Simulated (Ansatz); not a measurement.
Relaxation of a relaxed ZnSnP2 cell displaced along its unstable phonon at q = Γ (71i cm⁻¹), largest move 0.15 Å; 4 atoms in the cell, which starts as Pm (No. 6), mP4; a = 5.0489 Å, b = 3.6203 Å, c = 5.6977 Å, α = γ = 90.00°, β = 116.30°. Level of theory: PBEsol (plane waves to 420 eV, PAW, scalar-relativistic; Ansatz, an electronic-structure program). Γ-centred k-mesh 9×7×7 on the run's cell (coarser than for final values), Fermi–Dirac smearing 0.05 eV. This is the first round of the run. 

The optimiser's lines from the output (shortened; P is positive under compression):

```
relax step   1: F+E_penalty+E_count = -10709.96234748 eV  Δ(F+E_penalty+E_count) = +0.000e0 eV  max|allowed force component| = 1.552e-1 eV/Å  Δτ_max = 0.0000 Å  P = -0.322 GPa  Ω = 93.365 Å³  (7 SCF iters, dr2 threshold 1.00e-7 eV, accepted)
relax step   2: F+E_penalty+E_count = -10709.97298368 eV  Δ(F+E_penalty+E_count) = -1.064e-2 eV  max|allowed force component| = 1.520e-1 eV/Å  Δτ_max = 0.0453 Å  P = -0.052 GPa  Ω = 92.721 Å³  (6 SCF iters, dr2 threshold 4.00e-7 eV, accepted)
relax step   3: F+E_penalty+E_count = -10710.01171745 eV  Δ(F+E_penalty+E_count) = -3.873e-2 eV  max|allowed force component| = 2.409e-1 eV/Å  Δτ_max = 0.1992 Å  P = +0.442 GPa  Ω = 91.038 Å³  (7 SCF iters, dr2 threshold 4.00e-7 eV, accepted)
relax step   4: F+E_penalty+E_count = -10710.04779607 eV  Δ(F+E_penalty+E_count) = -3.608e-2 eV  max|allowed force component| = 2.671e-1 eV/Å  Δτ_max = 0.1955 Å  P = +0.072 GPa  Ω = 89.915 Å³  (6 SCF iters, dr2 threshold 4.00e-7 eV, accepted)
relax step   5: F+E_penalty+E_count = -10710.09396456 eV  Δ(F+E_penalty+E_count) = -4.617e-2 eV  max|allowed force component| = 2.532e-1 eV/Å  Δτ_max = 0.1946 Å  P = -0.464 GPa  Ω = 88.341 Å³  (7 SCF iters, dr2 threshold 4.00e-7 eV, accepted)
relax step   6: F+E_penalty+E_count = -10710.10052347 eV  Δ(F+E_penalty+E_count) = -6.559e-3 eV  max|allowed force component| = 1.660e-1 eV/Å  Δτ_max = 0.0443 Å  P = +0.101 GPa  Ω = 88.297 Å³  (6 SCF iters, dr2 threshold 4.00e-7 eV, accepted)
relax step   7: F+E_penalty+E_count = -10710.10050351 eV  Δ(F+E_penalty+E_count) = +1.996e-5 eV  max|allowed force component| = 1.792e-1 eV/Å  Δτ_max = 0.2000 Å  P = -0.610 GPa  Ω = 88.603 Å³  (7 SCF iters, dr2 threshold 4.00e-7 eV, accepted)
relax step   8: F+E_penalty+E_count = -10710.11076610 eV  Δ(F+E_penalty+E_count) = -1.026e-2 eV  max|allowed force component| = 1.299e-1 eV/Å  Δτ_max = 0.0993 Å  P = -0.309 GPa  Ω = 88.659 Å³  (6 SCF iters, dr2 threshold 4.00e-7 eV, accepted)
relax step   9: F+E_penalty+E_count = -10710.12191152 eV  Δ(F+E_penalty+E_count) = -1.115e-2 eV  max|allowed force component| = 4.512e-1 eV/Å  Δτ_max = 0.1303 Å  P = -0.374 GPa  Ω = 84.962 Å³  (7 SCF iters, dr2 threshold 4.00e-7 eV, accepted)
relax step  10: F+E_penalty+E_count = -10710.17887354 eV  Δ(F+E_penalty+E_count) = -5.696e-2 eV  max|allowed force component| = 1.576e-1 eV/Å  Δτ_max = 0.2000 Å  P = +0.789 GPa  Ω = 80.927 Å³  (7 SCF iters, dr2 threshold 4.00e-7 eV, accepted)
relax step  11: F+E_penalty+E_count = -10710.19496529 eV  Δ(F+E_penalty+E_count) = -1.609e-2 eV  max|allowed force component| = 3.237e-2 eV/Å  Δτ_max = 0.0718 Å  P = -0.355 GPa  Ω = 83.158 Å³  (7 SCF iters, dr2 threshold 4.00e-7 eV, accepted)
relax step  12: F+E_penalty+E_count = -10710.19645360 eV  Δ(F+E_penalty+E_count) = -1.488e-3 eV  max|allowed force component| = 5.387e-2 eV/Å  Δτ_max = 0.0192 Å  P = +0.333 GPa  Ω = 82.465 Å³  (6 SCF iters, dr2 threshold 4.00e-7 eV, accepted)
relax step  13: F+E_penalty+E_count = -10710.18364550 eV  Δ(F+E_penalty+E_count) = +1.281e-2 eV  max|allowed force component| = 2.937e-1 eV/Å  Δτ_max = 0.0427 Å  P = +0.339 GPa  Ω = 82.233 Å³  (7 SCF iters, dr2 threshold 4.00e-7 eV, rejected (line search))
relax step  14: F+E_penalty+E_count = -10710.19702003 eV  Δ(F+E_penalty+E_count) = -5.664e-4 eV  max|allowed force component| = 7.870e-3 eV/Å  Δτ_max = 0.0059 Å  P = -0.050 GPa  Ω = 82.907 Å³  (12 SCF iters, accepted)
relax step  15: F+E_penalty+E_count = -10710.19716160 eV  Δ(F+E_penalty+E_count) = -1.416e-4 eV  max|allowed force component| = 5.828e-3 eV/Å  Δτ_max = 0.0050 Å  P = -0.005 GPa  Ω = 82.875 Å³  (6 SCF iters, dr2 threshold 4.00e-8 eV, accepted)
relax step  16: F+E_penalty+E_count = -10710.19717002 eV  Δ(F+E_penalty+E_count) = -8.424e-6 eV  max|allowed force component| = 1.063e-3 eV/Å  Δτ_max = 0.0006 Å  P = +0.001 GPa  Ω = 82.868 Å³  (5 SCF iters, dr2 threshold 2.94e-9 eV, accepted)
relax step  17: F+E_penalty+E_count = -10710.19505573 eV  Δ(F+E_penalty+E_count) = +2.114e-3 eV  max|allowed force component| = 9.877e-4 eV/Å  Δτ_max = 0.0000 Å  P = -0.019 GPa  Ω = 82.868 Å³  stress off target by 2.23e-2 GPa  SCF on the basis re-selected at this cell (its energy is not comparable with the rows above)  (8 SCF iters)
relax step  18: F+E_penalty+E_count = -10710.19507245 eV  Δ(F+E_penalty+E_count) = -1.672e-5 eV  max|allowed force component| = 2.976e-4 eV/Å  Δτ_max = 0.0007 Å  P = -0.000 GPa  Ω = 82.825 Å³  (5 SCF iters, dr2 threshold 1.25e-9 eV, accepted)
relax step  19: F+E_penalty+E_count = -10710.19506017 eV  Δ(F+E_penalty+E_count) = +1.228e-5 eV  max|allowed force component| = 2.977e-4 eV/Å  Δτ_max = 0.0000 Å  P = -0.001 GPa  Ω = 82.825 Å³  stress off target by 2.34e-3 GPa  SCF on the basis re-selected at this cell (its energy is not comparable with the rows above)  (6 SCF iters)
```

From the first to the last row the energy changes by -0.06 eV/atom and the volume by -11.3 %. The last row is marked as not comparable with the walk above it, whose basis was carried along; it does compare with step 1, since both stand on a basis selected at the nominal cutoff for their own cell.

Step 13 was rejected by the optimiser.

Later rounds, restarted from the end of this one on a renewed k-mesh, logged 8 more steps and released under 0.01 eV/atom more. The final structure after all rounds: P2/m (No. 10), mP4; a = 4.9346 Å, b = 3.4922 Å, c = 5.3263 Å, α = γ = 90.00°, β = 115.67°. Between re-selections the logged energies stand on a plane-wave basis carried along with the cell. No spin polarisation in the result.

The run could not lose the symmetry of its start, so the end can be a saddle point.

The relaxed structure here is a generated cell of ZnSnP2: the first start was made by placing the elements on the sites of a structure type, and the end was not matched to a known phase here, so it may be hypothetical.
